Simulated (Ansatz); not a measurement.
# From the elastic tensor of MgAl2C2 to moduli and sound speeds

Level of theory: Ansatz 0.2.0, DFT LDA, scalar-relativistic, plane waves, PAW. Settings: 420 eV plane-wave cutoff, Γ-centred 12×12×6 mesh, fixed occupations. No spin polarisation.

The structure is trigonal, space group P-3m1 (No. 164). Conventional cell: a = 3.347 Å, b = 3.347 Å, c = 5.705 Å, α = 90.00°, β = 90.00°, γ = 120.00°. Around Mg (site symmetry -3m) lie 6 C at 2.47 Å and 6 Al at 2.78 Å. Around Al (site symmetry 3m) lie 4 C at 1.99 to 2.18 Å. C (site symmetry 3m) has 4 Al at 1.99 to 2.18 Å as nearest neighbours.

Relaxed-ion constants (GPa, on the Cartesian axes of the calculation):
```
355.3  96.4  51.2 -56.3   0.0   0.0
 96.4 355.3  51.2  56.3   0.0   0.0
 51.2  51.2 241.2   0.0   0.0   0.0
-56.3  56.3   0.0  94.4   0.0   0.0
  0.0   0.0   0.0   0.0  94.4 -56.3
  0.0   0.0   0.0   0.0 -56.3 129.4
```

Density 3.069 g/cm³; 5 atoms in 55.35 Å³.

The values that follow are for a polycrystal of randomly turned grains, by Hill's mean where one number stands. In a crystal this anisotropic the Voigt and Reuss bounds lie far apart, so Hill's mean and the sound speeds and Debye temperature from it are rough.

With S = C⁻¹: B_V = (C11+C22+C33+2(C12+C13+C23))/9, G_V = (C11+C22+C33−C12−C13−C23+3(C44+C55+C66))/15, 1/B_R = S11+S22+S33+2(S12+S13+S23), 15/G_R = 4(S11+S22+S33−S12−S13−S23)+3(S44+S55+S66); Hill is their mean. Then v_l = √((B+4G/3)/ρ), v_t = √(G/ρ), v_m = [(2/v_t³+1/v_l³)/3]^(−1/3) and Θ = (ħ/k_B)·v_m·(6π²n/V)^(1/3) for n atoms in the volume V; E = 9BG/(3B+G), ν = (3B−2G)/(2(3B+G)) and A^U = 5G_V/G_R + B_V/B_R − 6.

* Bulk modulus, Voigt / Reuss / Hill: 150.0 / 142.2 / 146.1 GPa
* Shear modulus, Voigt / Reuss / Hill: 113.8 / 86.0 / 99.9 GPa
* Young's modulus: 244 GPa
* Poisson ratio: 0.222
* Pugh ratio B/G: 1.46
* Universal anisotropy index: 1.68
* Longitudinal and transverse sound speeds: 9540 and 5706 m/s
* Debye temperature from the mean sound speed: 843 K

Cost: 1 run of about 2.5 core-minutes, on Arm Neoverse V2 (shared hosts).